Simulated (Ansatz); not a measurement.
## Mg5CdS6: relaxed-ion elastic tensor

These are results of DFT PBE, scalar-relativistic, plane waves, PAW in Ansatz 0.2.0, not measurements. Cutoff 420 eV, 12×12×2 k-points (Γ-centred), fixed occupations. No spin polarisation.

Equilibrium structure at this level:
```xyz
12
Lattice="3.7305 0.0000 0.0000 -1.8652 3.2307 0.0000 0.0000 0.0000 18.3030" Properties=species:S:1:pos:R:3 pbc="T T T"
Mg    0.0000    2.1538   15.2973
Mg    0.0000    0.0000    0.0000
Mg    1.8652    1.0769    3.0057
Mg    0.0000    2.1538    6.0120
Mg    1.8652    1.0769   12.2910
Cd    0.0000    0.0000    9.1515
S     1.8652    1.0769   16.8003
S     0.0000    2.1538    1.5027
S     0.0000    0.0000    4.5077
S     1.8652    1.0769    7.4973
S     0.0000    2.1538   10.8057
S     0.0000    0.0000   13.7953
```

The structure comes from a generated guess, relaxed at this level; another structure or a mixture of phases may lie lower.

(1) Give the relaxed-ion elastic constants (GPa, Voigt order xx yy zz yz xz xy, on the Cartesian axes of the cell above).

(2) Is the crystal stable against homogeneous strain?

(3) And the moduli of a polycrystal (Hill averages)?

## Answers

(1)
C11 = 137.7, C12 = 41.6, C13 = 41.0, C14 = 1.5, C22 = 137.7, C23 = 41.0, C24 = -1.5, C33 = 139.8, C44 = 44.4, C55 = 44.4, C56 = 1.5, C66 = 48.0 GPa; the others vanish.

(2) Yes: the least eigenvalue of the tensor is 43.8 GPa.

(3) B = 74 GPa, G = 47 GPa, E = 116 GPa, ν = 0.24.
